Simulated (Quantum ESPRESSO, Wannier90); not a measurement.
SrTiO3 (cubic perovskite): Wannier90 run

```xyz
5
Lattice="3.9127 0.0000 0.0000 0.0000 3.9127 0.0000 0.0000 0.0000 3.9127" Properties=species:S:1:pos:R:3 pbc="T T T"
Sr     0.0000     0.0000     0.0000
Ti     1.9564     1.9564     1.9564
O      1.9564     0.0000     1.9564
O      0.0000     1.9564     1.9564
O      1.9564     1.9564     0.0000
```

Cell from Materials Project (mp-5229), symmetrised, no further relaxation. COD (Crystallography Open Database) records the formula in this space group. Ideal cubic forms of this type are often high-temperature phases that distort on cooling; symmetry holds the cell here, and its stability was not tested. Level: PBEsol, no spin polarisation, no spin-orbit coupling; pw.x of Quantum ESPRESSO at 68 Ry with PseudoDojo potentials, 8×8×8 k-points, Wannier90. Density: 8×8×8 mesh, cold smearing 0.01 Ry.

The plane-wave run has 38 bands and 40 electrons a cell. On the energy scale of pw.x, whose zero is arbitrary, the valence-band maximum lies at 9.83 eV.

Isolated groups of bands, relative to the valence-band maximum (bands from 21 on overlap up to the last one computed):

| bands | from (eV) | to (eV) | filling | weight on atomic waves |
|---|---|---|---|---|
| 1 | -56.17 | -56.16 | filled | Ti 3s 96 % |
| 2–5 | -32.72 | -32.49 | filled | Ti 3p 73 %, Sr 4s 24 % |
| 6–8 | -17.51 | -15.92 | filled | O 2s 77 %, Sr 4p 9 %, Ti 3d 5 % |
| 9–11 | -14.89 | -14.03 | filled | Sr 4p 88 %, O 2s 10 % |
| 12–20 | -4.68 | 0.00 | filled | O 2p 83 %, Ti 3d 11 % |

Input w.win, without the blocks of cell, atoms and k-points (512 lines):

```
num_bands = 27
num_wann = 14
exclude_bands = 1-11
num_iter = 1000
conv_tol = 1.0e-6
conv_window = 4
dis_num_iter = 1000
dis_conv_tol = 1.0e-6
dis_froz_max = 15.94
write_hr = true
write_u_matrices = true
begin projections
f=0.49195,0.50851,0.50512: d
f=0.50425,0.01136,0.50403: p
f=0.00502,0.49133,0.49206: p
f=0.50396,0.50851,-0.00867: p
end projections
mp_grid = 8 8 8
```

wannier90.x stops with:
```
dis_windows: More states in the frozen window than target WFs
```
At some k-point more bands lie below dis_froz_max than there are Wannier functions, and every frozen state has to fit into the subspace. Mended as below, all else unchanged, the run goes through (Ω_I = 12.0 Å²) and follows the plane-wave bands to 0.3 meV rms (states up to 2.8 eV relative to the valence-band maximum).
```
dis_froz_max = 13.17
```
